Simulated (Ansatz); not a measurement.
A trial cell of KNbO2 went into the relaxation workflow.

A trial structure of KNbO2 was built thus: random cell by space group and Wyckoff sites (Immm, No. 71). Lengths were set from tabulated atomic sizes, so they are only a guess.

```
CELL_PARAMETERS angstrom
-2.14421 2.29751 3.55952
2.14421 -2.29751 3.55952
2.14421 2.29751 -3.55952
ATOMIC_POSITIONS crystal
K 0.50000 0.50000 0.00000
Nb 0.00000 0.00000 0.00000
O 0.34626 0.00000 0.34626
O 0.65374 0.00000 0.65374
```

Theory: DFT PBE, scalar-relativistic, plane waves, PAW (Ansatz 0.2.0).

Input of the final relaxation:

```yaml
crystal:
  lattice:
    - [-1.6509647298, 3.84918089, 4.6120546661]
    - [1.6509647298, -3.84918089, 4.6120546661]
    - [1.6509647298, 3.84918089, -4.6120546661]
  atoms:
    - { symbol: K, position: [0.5, 0.5, 0.0] }
    - { symbol: Nb, position: [0.0, 0.0, 0.0], spin: 0.33 }
    - { symbol: O, position: [0.2395233903, 0.0, 0.2395233903] }
    - { symbol: O, position: [0.7604766097, 0.0, 0.7604766097] }
basis:
  ecutwfc: 420
kpoints:
  mp_grid: { grid: [16, 16, 16] }
hamiltonian:
  xc: pbe
scf:
  occupations: { method: gaussian, width: 0.1 }
output:
  forces: true
  stress: true
  eigenvalues: true
  populations: true
magnetization:
  spin_polarized: true
relax:
  adjacent_minimum: "off"
  f_tol: 0.01
  max_steps: 80
  cell: { stress_tol: 0.05 }
```

```bash
ansatz run input.yaml --threads 1 --pin off --max-ram 2560MiB --backend cpu --events-out ev --progress --plain --runs-dir out
```

Last lines of the log:

```
relax step  14: F+E_penalty+E_count = -7224.23325306 eV  Δ(F+E_penalty+E_count) = +1.864e-3 eV  max|allowed force component| = 1.589e-3 eV/Å  Δτ_max = 0.0002 Å  P = +0.010 GPa  Ω = 132.181 Å³  energy of the carried Pulay correction = -2.547e-3 eV  (10 SCF iters, dr2 threshold 1.59e-8 eV, accepted)
Crystal: 4 atoms, lattice volume = 133.010 Å³
Basis set: ecut = 420 eV, 2633 PW (Γ), exchange–correlation on 90×90×90 points (8 copies of the dense FFT grid, shifted against one another)
SCF iter   1: F=—  HF=-7224.232254 eV  |F-HF|=—  |Δ(HF+E_count)|=         —  Δρ=1.92e-4 (↑1.28e-4 ↓1.92e-4)  dr2=1.44e-4  dr2_m=8.69e-6  M=1.131 μB ∫|m|=1.318 μB  β_m=0.65  ethr=1.12e-6  ⟨swp⟩=2.7  Hψ=152991  notcnv=0
SCF iter   2: F=—  HF=-7224.232191 eV  |F-HF|=—  |Δ(HF+E_count)|=   6.31e-5  Δρ=9.41e-5 (↑9.16e-5 ↓9.41e-5)  dr2=3.05e-5  dr2_m=2.13e-6  M=1.130 μB ∫|m|=1.317 μB  β_m=0.49  ethr=4.23e-7  ⟨swp⟩=2.0  Hψ=40036  notcnv=0
SCF iter   3: F=—  HF=-7224.232194 eV  |F-HF|=—  |Δ(HF+E_count)|=   3.15e-6  Δρ=6.24e-5 (↑6.24e-5 ↓6.19e-5)  dr2=1.44e-5  dr2_m=8.18e-7  M=1.130 μB ∫|m|=1.317 μB  β_m=0.43  ethr=8.96e-8  ⟨swp⟩=2.0  Hψ=42286  notcnv=0
SCF iter   4: F=—  HF=-7224.232194 eV  |F-HF|=—  |Δ(HF+E_count)|=   2.48e-7  Δρ=2.69e-5 (↑2.69e-5 ↓2.05e-5)  dr2=8.81e-7  dr2_m=3.58e-7  M=1.130 μB ∫|m|=1.317 μB  β_m=0.57  ethr=4.23e-8  ⟨swp⟩=2.0  Hψ=42035  notcnv=0
SCF iter   5: F=—  HF=-7224.232196 eV  |F-HF|=—  |Δ(HF+E_count)|=   1.43e-6  Δρ=7.55e-6 (↑7.55e-6 ↓4.46e-6)  dr2=4.55e-8  dr2_m=2.96e-8  M=1.130 μB ∫|m|=1.316 μB  β_m=0.62  ethr=2.59e-9  ⟨swp⟩=2.0  Hψ=46375  notcnv=0
SCF iter   6: F=—  HF=-7224.232196 eV  |F-HF|=—  |Δ(HF+E_count)|=   1.10e-7  Δρ=2.39e-6 (↑2.39e-6 ↓1.09e-6)  dr2=6.92e-9  dr2_m=2.67e-9  M=1.130 μB ∫|m|=1.316 μB  β_m=0.63  ethr=1.34e-10  ⟨swp⟩=2.0  Hψ=48756  notcnv=0
SCF iter   7: F=—  HF=-7224.232196 eV  |F-HF|=—  |Δ(HF+E_count)|=   1.15e-8  Δρ=6.44e-7 (↑6.44e-7 ↓4.36e-7)  dr2=4.44e-10  dr2_m=2.32e-10  M=1.130 μB ∫|m|=1.316 μB  β_m=0.75  ethr=2.04e-11  ⟨swp⟩=2.0  Hψ=48066  notcnv=0
SCF iter   8: F=—  HF=-7224.232196 eV  |F-HF|=—  |Δ(HF+E_count)|=   4.05e-8  Δρ=1.20e-7 (↑1.20e-7 ↓8.16e-8)  dr2=2.27e-11  dr2_m=7.57e-12  M=1.130 μB ∫|m|=1.316 μB  β_m=0.81  ethr=1.31e-12  ⟨swp⟩=2.3  Hψ=48615  notcnv=0
SCF iter   9: F=—  HF=-7224.232196 eV  |F-HF|=—  |Δ(HF+E_count)|=  1.96e-10  Δρ=4.97e-8 (↑4.97e-8 ↓1.84e-8)  dr2=3.93e-12  dr2_m=7.45e-13  M=1.130 μB ∫|m|=1.316 μB  β_m=0.90  ethr=1.00e-12  ⟨swp⟩=2.0  Hψ=34729  notcnv=0
SCF iter  10: F=-7224.232196 eV  HF=-7224.232196 eV  |F-HF|=2.73e-12  |Δ(HF+E_count)|=  2.09e-11  Δρ=3.14e-8 (↑3.14e-8 ↓1.51e-8)  dr2=5.01e-12  dr2_m=1.03e-13  M=1.130 μB ∫|m|=1.316 μB  ethr=1.00e-12  ⟨swp⟩=3.0  Hψ=86498  notcnv=0
the search or the solves at the SCF's close seem to have found levels that the self-consistency loop had missed (the run counts 1). By its estimate they hold under 1e-12 electrons; where the run keeps them, the occupations were computed again with them
SCF 15 converged in 10 iterations: F = -7224.232196 eV  dr2 = 5.01e-12
relax step  15: F+E_penalty+E_count = -7224.23219599 eV  Δ(F+E_penalty+E_count) = +1.057e-3 eV  max|allowed force component| = 7.698e-4 eV/Å  Δτ_max = 0.0002 Å  P = -0.003 GPa  Ω = 133.010 Å³  energy of the carried Pulay correction = -3.651e-3 eV  (10 SCF iters, accepted)
```

Question: How did the run end?

Answer: The run was cut off at its time limit. It had made 15 ionic steps, with the energy down by 0.003 eV/atom and the largest force component at 0.001 eV/Å. The volume went from 29.3 to 33.3 Å³/atom. No property of the compound can be read from it.

Time: 34 min on 1 thread of Intel(R) Xeon(R) 6975P-C (Granite Rapids), on a shared host, peak memory 2.4 GiB.
